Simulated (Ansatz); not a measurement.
Relaxing a structure of HfN

The start is a relaxed HfN cell, doubled along one cell vector, shaken by Gaussian noise of σ = 0.08 Å a coordinate. The structure is fully relaxed (lattice and positions, P = 0) with PBE (plane waves to 420 eV, PAW, scalar-relativistic; Ansatz, a first-principles code). The first steps use a coarse 5×3×6 k-mesh.

Input geometry:
```
CELL_PARAMETERS angstrom
      6.07622     0.00000     0.00000
     -6.07622    10.52431     0.00000
      0.00000     0.00000     3.94628
ATOMIC_POSITIONS crystal
  Hf 0.34295 0.34058 0.98204
  Hf 0.33917 0.83462 0.01275
  Hf 0.66858 0.17057 0.98787
  Hf 0.66319 0.65489 0.00410
  N  0.32167 0.32485 0.51870
  N  0.34368 0.83456 0.49472
  N  0.64696 0.16975 0.50071
  N  0.66741 0.67066 0.50535
```

**Question.** By how much does the energy per atom fall from start to end?

**Answer.** About 1.9 eV/atom.

**Question.** How does the volume change?

**Answer.** -38.0 %, from 31.54 to 19.54 Å³/atom.

**Question.** Is the parent structure recovered?

**Answer.** It does not go back: it reaches Cmc2₁ (No. 36), 1.94 eV/atom below the parent.

**Question.** How do the shortest distances between atoms change?

**Answer.** The closest pairs of elements (up to four, under 3.6 Å), start → end: Hf–N 1.84 → 2.02 Å; N–N 3.35 → 2.95 Å; Hf–Hf 3.31 → 3.09 Å.

**Question.** What band gap does the relaxed structure have at this level?

**Answer.** Zero (metallic).

**Question.** What does it relax into? Give the structure.

**Answer.** 
```cif
data_Hf8N8
_chemical_formula_sum 'Hf8 N8'
_space_group_name_H-M_alt 'Cmc21'
_space_group_IT_number 36
_space_group_name_Hall 'C 2c -2'
_cell_length_a 3.10205
_cell_length_b 17.08450
_cell_length_c 5.89992
_cell_angle_alpha 90.000
_cell_angle_beta 90.000
_cell_angle_gamma 90.000
loop_
_space_group_symop_operation_xyz
  'x, y, z'
  '-x, -y, z+1/2'
  '-x, y, z'
  'x, -y, z+1/2'
  'x+1/2, y+1/2, z'
  '-x+1/2, -y+1/2, z+1/2'
  '-x+1/2, y+1/2, z'
  'x+1/2, -y+1/2, z+1/2'
loop_
_atom_site_label
_atom_site_type_symbol
_atom_site_symmetry_multiplicity
_atom_site_Wyckoff_symbol
_atom_site_fract_x
_atom_site_fract_y
_atom_site_fract_z
_atom_site_occupancy
Hf1 Hf 4 a 0.00000 0.20602 0.58734 1
Hf2 Hf 4 a 0.00000 0.47348 0.13362 1
N1 N 4 a 0.00000 0.73941 0.39162 1
N2 N 4 a 0.00000 0.00046 0.38398 1
```
(The calculation used a cell of 8 atoms; values per cell refer to that cell.)

Final values are on a 15×15×8 k-mesh of the relaxed cell. The start holds a very short contact (Hf–N 1.84 Å). No spin polarisation in the result.

The relaxed structure here is a generated cell of HfN: the first start was made by a random draw of sites in a space group, and the end was not matched to a known phase here, so it may be hypothetical. Known forms of HfN include space group No. 225.
